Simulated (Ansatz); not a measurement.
Ansatz input

```yaml
crystal:
  lattice:
    - [2.708477035, 0.0, 0.0]
    - [0.0, 2.708477035, 0.0]
    - [0.0, 0.0, 2.708477035]
  atoms:
    - { symbol: Nb, position: [0.0, 0.0, 0.0], spin: 1.0 }
hamiltonian:
  xc: r2scan
  pseudopotentials:
    kind: paw
    azcp:
      Nb: "pseudopotentials/Nb.paw.azcp"
basis:
  ecutwfc: 500
  fft_grid_basis: typed
kpoints:
  mp_grid: { grid: [19, 19, 19], shift: [0, 0, 0] }
magnetization:
  spin_polarized: true
scf:
  occupations: { method: fermi_dirac, width: 0.05 }
output:
  write_density: true
  write_potential: true
  elf: true
  volumetric_format: npy
```

Terminal output

```
Engine: ansatz 0.2.0, x86_64-unknown-linux-gnu
Pseudopotentials: kind: paw
Pseudopotential: Nb, paw, valence charge 13, recommended cutoff 500 eV (meta_gga) 
Functional definition: r2SCAN
  parameter k0 = 0.174
  parameter k1 = 0.065
  parameter a1 = 4.9479
  exchange = r2scan_x(k0 = k0, k1 = k1, a1 = a1)
  correlation = r2scan_c
Crystal: 1 atoms, lattice volume = 19.869 Å³
Basis set: ecut = 500 eV, 485 PW (Γ), exchange–correlation on 80×80×80 points (64 copies of the dense FFT grid, shifted against one another)
Bands: 11, of which v1, the nominal top of the filled ones, is band 7 counted from 1 (6 counted from 0)
Symmetry: 48 space group operations
Space group: Pm-3m (ITA 221), of the structure as read, at distance tolerance 2.7e-5 Å
Magnetic group: BNS 221.92 (UNI 1594), of the structure as read, at distance tolerance 2.7e-5 Å
k-points: 220 of 6859
Non-local potential: Nb, projectors of the file, l = 0: 3, l = 1: 2, l = 2: 2, l = 3: 1
PAW form: soft (Blöchl's): semilocal exchange-correlation on the pseudo side does not see the compensation charge
PAW frozen core: Nb, regenerated for the run's functional (the file was generated under x = pbe(κ = 0.804, μ = 0.2195149727645171), c = pbe(β = 0.06672455060314922))
PAW one-centre angular grid: Nb, 590 points (default); XC on 160 Gauss nodes
Initial density: superposition of atomic densities (chi_scale 0.1, normalization cell)
Starting moments: Σ|m| = 1 μB on 1 of 1 site
Initial wavefunctions: pseudopotential atomic-orbital guess
Functional: x = r2scan, c = r2scan; τ floored in thin density (d = 2e-4 eV/Å³)
SCF iter   1: F=—  HF=-4562.674786 eV  |F-HF|=—  |Δ(HF+E_count)|=         —  Δρ=4.35e-2 (↑4.35e-2 ↓2.46e-2)  dr2=8.68e-1  dr2_τ=1.01e-2  dr2_m=4.45e-2  M=0.546 μB ∫|m|=0.546 μB  β_m=0.66  ethr=3.10e-3  ⟨swp⟩=5.5  Hψ=28910  notcnv=0
Mixer restart at iter 1: flushing history
SCF iter   2: F=—  HF=-4562.560938 eV  |F-HF|=—  |Δ(HF+E_count)|=   1.14e-1  Δρ=2.96e-2 (↑2.96e-2 ↓2.05e-2)  dr2=4.73e-1  dr2_τ=2.75e-3  dr2_m=1.21e-2  M=0.450 μB ∫|m|=0.451 μB  β_m=0.30  ethr=3.10e-3  ⟨swp⟩=2.0  Hψ=10074  notcnv=0  defer=61  κ⁻¹=1.0e0(r=1)
SCF iter   3: F=—  HF=-4562.555599 eV  |F-HF|=—  |Δ(HF+E_count)|=   5.34e-3  Δρ=1.05e-2 (↑7.23e-3 ↓1.05e-2)  dr2=2.80e-2  dr2_τ=5.03e-4  dr2_m=3.47e-3  M=0.228 μB ∫|m|=0.239 μB  β_m=0.30  ethr=3.10e-3  ⟨swp⟩=2.6  Hψ=9221  notcnv=0  defer=61  κ⁻¹=3.6e-2(r=2)
SCF iter   4: F=—  HF=-4562.611803 eV  |F-HF|=—  |Δ(HF+E_count)|=         —  Δρ=5.44e-3 (↑4.31e-3 ↓5.44e-3)  dr2=5.60e-3  dr2_τ=5.85e-4  dr2_m=1.19e-3  M=0.060 μB ∫|m|=0.078 μB  β_m=0.69  ethr=2.16e-4  ⟨swp⟩=2.5  Hψ=9650  notcnv=0  defer=69
...
SCF iter  15: F=-4562.614626 eV  HF=-4562.614626 eV  |F-HF|=1.73e-10  |Δ(HF+E_count)|=   3.63e-9  Δρ=3.88e-7 (↑3.04e-7 ↓3.88e-7)  dr2=3.41e-11  dr2_τ=1.44e-12  dr2_m=1.12e-11  M=-0.000 μB ∫|m|=0.000 μB  ethr=2.28e-12  ⟨swp⟩=1.6  Hψ=16100  notcnv=0
SCF 1 converged in 15 iterations: F = -4562.614626 eV  dr2 = 3.41e-11
the search or the solves at the SCF's close seem to have found levels that the self-consistency loop had missed (the run counts 1). By its estimate they hold under 1e-12 electrons; where the run keeps them, the occupations were computed again with them
WARN: the starting moments were not kept: the SCF closed with an absolute magnetisation of 9.1e-6 μB, where they sum to 1 μB in size (1 site). That is at most 0.1 of that sum. Measured as dr2_m measures the in/out step, that magnetisation stands 1.2e-11 eV from none, at or under the dr2_threshold of 1.0e-7 eV: it is no larger than a step whose dr2_m would equal this threshold. The system may hold no moment; this SCF shows only that its start led to no more than that. To try another start: raise the starting moments (crystal.atoms[].spin, magnetization.per_species, magnetization.initial_magnetization, or on a non-collinear deck that types none of these the spinor_matrix: blocks that start its atoms; where the total moment is fixed, keep their sum and leave initial_magnetization as it is; typed ones take the place of any that the run laid by itself, positive ones on a crystal's lanthanoids without a Hubbard term where scf.initial_density.shell_occupations: [] is typed) or, if the notice of its spin-set hold's release reads "site moments contracting" or "site moments show no strong build", lengthen the hold (scf.mixing.spin_hold: { on: { confirm: 4 } }; for m-r²SCAN on two components see the key's manual first). Each may lead to a state that holds a moment. A second SCF, from the converged charge density, with the starting moments and any scf.initial_density.shell_occupations laid on it anew, would have followed, and was not run: the deck does not ask for one (magnetization.retry_lost_moments is false, the default). To let it run, set magnetization.retry_lost_moments: true and run the deck again, where that key's refused combinations let it; where memory then withholds it, that run's warning says so.
this state was not tested for a lower state beside it, because the mixer in use, unlike msr1, does not test its closes by its own steps (another_mixer; see scf.mixing.algorithm and scf.lower_state_search)
SCF converged after 15 iterations
Magnetization: -0.0000 μB (6.5000 up, 6.5000 down)
Absolute magnetization: 0.0000 μB (∫|ρ↑−ρ↓|, with the PAW one-centre terms)
Spin contamination: 0.0000 ħ² per cell (⟨S²⟩ above its minimum at these occupations)
Per-site moments (μB) at R_I (Å): [(-4.8414818045786664e-6, 1.1172467769375)]
Free energy (F): -4562.614626 eV
Harris-Foulkes:  -4562.614626 eV  (|F-HF|=1.73e-10)
Internal energy: -4562.603198 eV  (E = F + TS)
E sigma→0 (E₀):  -4562.608912 eV
Entropy (-TS):   -0.011429 eV (-11.429 meV/atom)
Fermi energy:    15.938244 eV
--- Per-component energies (eV) ---
  E_band       = -104.317487
  E_kinetic    = 394.291074
  E_local      = -797.295723  (includes V_loc(G=0)·N_el)
  E_nonlocal   = 121.437824
  E_hartree    = 253.664548
  E_xc         = -169.013530
  E_vxc        = -235.940580  (∫ρ·V_xc dr)
  E_paw        = -3090.852967  (= ΣΔE_a)
  E_vpaw       = -109.114039  (= ΣTr[D̂ρ^β])
  E_aug_tail   = 0.000004  (compensation charges beyond the density's cutoff)
  E_vtau       = 14.974723  (kinetic-family band-sum trace: ∫τ·v_τ [+ j·A + Jᵃ·Aᵃ] dr)
  E_ewald      = -1274.641997
  E_core_change = -0.192431  (= ΣΔE_core)
  E_smearing   = -0.011429  (= −TS)
  E_closure    = 0.000000  (closes the sum)
  Σ components = -4562.614626   (vs F -4562.614626, Δ=0.00e0)
--- Band table (eV; the first three rows and the last of 440) ---
  k-point 0 ↑: bands = ["-40.5263", "-15.0274", "-15.0274", "-15.0274", "10.0030", "12.8731", "12.8731", "21.4489", "21.4489", "21.4489", "31.5428"]
  k-point 1 ↑: bands = ["-40.5206", "-15.0746", "-15.0235", "-15.0235", "10.0886", "12.8959", "12.9681", "21.3158", "21.3158", "21.4578", "31.0846"]
  k-point 2 ↑: bands = ["-40.5041", "-15.2098", "-15.0122", "-15.0122", "10.3316", "12.9627", "13.2523", "20.9539", "20.9539", "21.4836", "30.0259"]
  k-point 219 ↓: bands = ["-39.9104", "-16.1691", "-16.1676", "-16.1676", "13.3892", "13.4398", "13.4398", "23.5524", "23.5524", "23.6713", "28.7447"]
```
